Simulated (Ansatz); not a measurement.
A geometry of Li away from equilibrium: step 6 of the relaxation of a generated cell, Li placed in the AFLOW prototype A_cP8_198_2a (as in N2). All values below come from r2SCAN (plane waves to 500 eV, PAW, scalar-relativistic; Ansatz, an electronic-structure program). Γ-centred k-mesh 6×6×6 on the run's cell (coarser than for final values), Fermi–Dirac smearing 0.05 eV. The plane waves were selected for a different cell earlier on the path.

```xyz
8
Lattice="5.2372 0.0000 0.0000 0.0000 5.2372 0.0000 0.0000 0.0000 5.2372" Properties=species:S:1:pos:R:3 pbc="T T T"
Li     0.6605     0.6605     0.6605
Li     3.2791     1.9581     4.5767
Li     4.5767     3.2791     1.9581
Li     1.9581     4.5767     3.2791
Li     4.5919     4.5919     4.5919
Li     1.9733     3.2639     0.6453
Li     0.6453     1.9733     3.2639
Li     3.2639     0.6453     1.9733
```

Question: Give the Cartesian forces on all atoms (eV/Å).

Answer: 
| atom | Fx | Fy | Fz |
|---|---|---|---|
| Li1 | 0.46 | 0.46 | 0.46 |
| Li2 | 0.46 | -0.46 | -0.46 |
| Li3 | -0.46 | 0.46 | -0.46 |
| Li4 | -0.46 | -0.46 | 0.46 |
| Li5 | -0.48 | -0.48 | -0.48 |
| Li6 | -0.48 | 0.48 | 0.48 |
| Li7 | 0.48 | -0.48 | 0.48 |
| Li8 | 0.48 | 0.48 | -0.48 |

The path ends in Pa-3 (No. 205). No spin polarisation in the result.

The run could not lower the symmetry of its start; a shaken copy of this end point relaxes with r2SCAN to Cmcm (No. 63) at a tolerance of 0.01 Å, P6₃/mmc (No. 194) at 0.1 Å, 0.03 eV/atom lower.

The end of the path is a generated cell of Li: the first start was made by placing the elements on the sites of a structure type, and the end was not matched to a known phase here, so it may be hypothetical. Known forms of Li include space group No. 229.
